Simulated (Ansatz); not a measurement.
**CuH2: relaxation of cell and atoms**

Level of theory: Ansatz 0.2.0, DFT, PBE, PAW with Ansatz's default frozen-core files, scalar-relativistic.

Command: `ansatz run input.yaml --threads 1 --pin off --max-ram 3072MiB --backend cpu --events-out ev --progress --plain --runs-dir out` The run took 54 s on 1 thread of Arm Neoverse V2 (shared host).

```yaml
crystal:
  lattice:
    - [2.8878374627, 0.0, 0.0]
    - [-1.4439187314, 2.5009406047, 0.0]
    - [0.0, 0.0, 4.6205399404]
  atoms:
    - { symbol: Cu, position: [0.0, 0.0, 0.0] }
    - { symbol: H, position: [0.3333333333, 0.6666666667, 0.25] }
    - { symbol: H, position: [0.6666666667, 0.3333333333, 0.75] }
kpoints:
  mp_grid: { grid: [14, 14, 8] }
scf:
  occupations: { method: fermi_dirac, width: 0.05 }
hamiltonian:
  xc: pbe
  pseudopotentials: { kind: paw }
output:
  forces: true
  stress: true
relax:
  f_tol: 0.005
  max_steps: 80
  cell: {}
```

The cell is built from the CdI2 type as a first guess.

The cutoff is 420 eV; energies and pressures of the walk include the program's estimate of the Pulay term.

Each frame lists the cell vectors (Å), then Cartesian positions (Å) and forces (eV/Å). Free energies count from the first step, -6655.1121 eV.

The walk took 14 evaluations in all; steps that aren't listed are left out.

Step 1: E = 0.0 meV, P = -18.01 GPa

```
cell 2.8878 0.0000 0.0000 -1.4439 2.5009 0.0000 0.0000 0.0000 4.6205
Cu    0.0000    0.0000    0.0000     0.000   0.000   0.000
H     0.0000    1.6673    1.1551     0.000   0.000  -1.125
H     1.4439    0.8336    3.4654     0.000   0.000   1.125
```

Step 2: E = -640.1 meV, P = -11.98 GPa

```
cell 2.7471 0.0000 0.0000 -1.3735 2.3790 0.0000 0.0000 0.0000 4.5088
Cu    0.0000    0.0000    0.0000     0.000   0.000   0.000
H     0.0000    1.5860    0.9955     0.000   0.000  -0.478
H     1.3735    0.7930    3.5133     0.000   0.000   0.478
```

Step 3: E = -865.0 meV, P = -2.47 GPa

```
cell 2.6040 0.0000 0.0000 -1.3020 2.2551 0.0000 0.0000 0.0000 4.4902
Cu    0.0000    0.0000    0.0000     0.000   0.000   0.000
H     0.0000    1.5034    0.9497     0.000   0.000   0.017
H     1.3020    0.7517    3.5404     0.000   0.000  -0.017
```

Step 4: E = -877.3 meV, P = 1.82 GPa

```
cell 2.5363 0.0000 0.0000 -1.2682 2.1965 0.0000 0.0000 0.0000 4.5491
Cu    0.0000    0.0000    0.0000     0.000   0.000   0.000
H     0.0000    1.4643    0.9814     0.000   0.000  -0.004
H     1.2682    0.7322    3.5677     0.000   0.000   0.004
```

Step 5: E = -880.2 meV, P = 0.11 GPa

```
cell 2.5573 0.0000 0.0000 -1.2786 2.2147 0.0000 0.0000 0.0000 4.5595
Cu    0.0000    0.0000    0.0000     0.000   0.000   0.000
H     0.0000    1.4764    0.9762     0.000   0.000  -0.025
H     1.2786    0.7382    3.5832     0.000   0.000   0.025
```

Step 6: E = -881.1 meV, P = 0.16 GPa

```
cell 2.5592 0.0000 0.0000 -1.2796 2.2163 0.0000 0.0000 0.0000 4.6138
Cu    0.0000    0.0000    0.0000     0.000   0.000   0.000
H     0.0000    1.4775    0.9707     0.000   0.000   0.005
H     1.2796    0.7388    3.6431     0.000   0.000  -0.005
```

Step 7: E = -881.8 meV, P = 0.06 GPa

```
cell 2.5583 0.0000 0.0000 -1.2792 2.2156 0.0000 0.0000 0.0000 4.7330
Cu    0.0000    0.0000    0.0000     0.000   0.000   0.000
H     0.0000    1.4770    0.9726     0.000   0.000  -0.003
H     1.2792    0.7385    3.7604     0.000   0.000   0.003
```

Step 8: E = -881.8 meV, P = 0.02 GPa

```
cell 2.5585 0.0000 0.0000 -1.2793 2.2157 0.0000 0.0000 0.0000 4.7812
Cu    0.0000    0.0000    0.0000     0.000   0.000   0.000
H     0.0000    1.4772    0.9726     0.000   0.000  -0.002
H     1.2793    0.7386    3.8086     0.000   0.000   0.002
```

Step 9: E = -881.6 meV, P = 0.02 GPa

```
cell 2.5585 0.0000 0.0000 -1.2793 2.2157 0.0000 0.0000 0.0000 4.8396
Cu    0.0000    0.0000    0.0000     0.000   0.000   0.000
H     0.0000    1.4772    0.9721     0.000   0.000   0.002
H     1.2793    0.7386    3.8675     0.000   0.000  -0.002
```

Step 10: E = -881.5 meV, P = 0.00 GPa

```
cell 2.5585 0.0000 0.0000 -1.2793 2.2157 0.0000 0.0000 0.0000 4.8466
Cu    0.0000    0.0000    0.0000     0.000   0.000   0.000
H     0.0000    1.4772    0.9723     0.000   0.000   0.000
H     1.2793    0.7386    3.8743     0.000   0.000   0.000
```

Step 11: E = -877.1 meV, P = -0.05 GPa (the cell of the step before, solved again on a basis chosen afresh, hence the jump)

```
cell 2.5585 0.0000 0.0000 -1.2793 2.2157 0.0000 0.0000 0.0000 4.8466
Cu    0.0000    0.0000    0.0000     0.000   0.000   0.000
H     0.0000    1.4772    0.9723     0.000   0.000  -0.001
H     1.2793    0.7386    3.8743     0.000   0.000   0.001
```

Step 12: E = -877.0 meV, P = -0.02 GPa

```
cell 2.5579 0.0000 0.0000 -1.2790 2.2152 0.0000 0.0000 0.0000 4.8660
Cu    0.0000    0.0000    0.0000     0.000   0.000   0.000
H     0.0000    1.4768    0.9725     0.000   0.000   0.000
H     1.2790    0.7384    3.8936     0.000   0.000   0.000
```

Q: How does the relaxation end?

A: It converges, with a = 2.558 Å, b = 2.558 Å, c = 4.873 Å, α = 90.00°, β = 90.00°, γ = 120.00° (conventional cell, space group P-3m1). The last solve (on a basis chosen afresh for the final cell, so its energy is not quite comparable) gives E = -877.2 meV, P = 0.00 GPa:
```
cell 2.5576 0.0000 0.0000 -1.2788 2.2150 0.0000 0.0000 0.0000 4.8725
Cu    0.0000    0.0000    0.0000     0.000   0.000   0.000
H     0.0000    1.4767    0.9726     0.000   0.000   0.000
H     1.2788    0.7383    3.8999     0.000   0.000   0.000
```
